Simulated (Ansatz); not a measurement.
## Calculated electric field gradients for MnAs3H4S6N

The cell is a measured structure from the Crystallography Open Database (COD), its atoms then relaxed with PBE in this cell.

Space group R3:H (No. 146); a = 9.1872, c = 10.8539 Å, γ = 120.00°.

| site | Wyckoff | site symmetry | x | y | z |
| --- | --- | --- | --- | --- | --- |
| Mn | 3a | 3. | 0.0000 | 0.0000 | 0.7866 |
| H2 | 9b | 1 | 0.1239 | 0.0506 | 0.1939 |
| H5 | 3a | 3. | 0.0000 | 0.0000 | 0.0687 |
| As | 9b | 1 | 0.1861 | 0.9597 | 0.5004 |
| S9 | 9b | 1 | 0.9558 | 0.7636 | 0.6195 |
| S12 | 9b | 1 | 0.3896 | 0.9219 | 0.5708 |
| N | 3a | 3. | 0.0000 | 0.0000 | 0.1639 |

One atom of each set is listed; the run and its k-mesh use a cell of 15 atoms with edges of 6.42, 6.42, 6.42 Å.

The numbers come from a DFT calculation in Ansatz (PBE+U (U = 3.9 eV on Mn d), plane waves and PAW, scalar-relativistic, collinear spin, 420 eV cutoff, Γ-centred 5×5×5 k-points, Fermi–Dirac smearing 0.02 eV). Start moments as typed (μB): 5 on each Mn, none on the rest.

C_Q = eQV_zz/h, which is 24.18 MHz for Q = 1 b and V_zz = 10²¹ V/m²; η = (V_xx − V_yy)/V_zz.

⁵⁵Mn: I = 5/2, Q = 330.0 mb; H-2: I = 1, Q = 2.858 mb; ⁷⁵As: I = 3/2, Q = 311.0 mb; S-33: I = 3/2, Q = -69.40 mb; 14N: I = 1, Q = 20.44 mb. Nuclear quadrupole moments: year-2017 set (Pyykkö).

```
site  atoms                                               first shell  V_xx, V_yy, V_zz (10²¹ V/m²)     η  C_Q (MHz)
  Mn      1                                        6 S at 2.49–2.70 Å            -0.53, -0.53, 1.07  0.00       8.53
  H2      3                                             1 N at 1.04 Å            -1.35, -1.35, 2.70  0.00      0.186
  H5      1                                             1 N at 1.03 Å            -1.52, -1.52, 3.04  0.00      0.210
  As      3                                        3 S at 2.20–2.36 Å           6.96, 12.13, -19.09  0.27       -144
  S9      3  2 As at 2.34–2.36 Å, 1 Mn at 2.70 Å; also 1 As at 3.14 Å            5.37, 8.98, -14.35  0.25       24.1
 S12      3                1 As at 2.20 Å, 1 Mn at 2.49 Å, angle 100°          -6.09, -11.84, 17.92  0.32      -30.1
   N      1                                        4 H at 1.03–1.04 Å          -0.057, -0.057, 0.11  0.00      0.056
```

An axis of threefold or higher order runs through Mn, H5 and N, so V_zz lies along it and η is zero. At H2 V_zz points along its bond to N (within 1°). At S12 V_zz points along the shorter of its two bonds, to As (within 6°).

The largest force is 0.4 eV/Å, so the atoms aren't at the calculated equilibrium and relaxing them would move these values. The lattice is static: at room temperature ammonium may turn and average the couplings of its hydrogen. The entry's hydrogen positions were far off; the other atoms hardly move on relaxation. All moments are parallel here, as the start or the cell imposes; many such compounds order antiparallel, where fields and spin densities carried over to other atoms largely cancel. The magnetic order is the one that the run reached from its start moments, not necessarily the measured one.
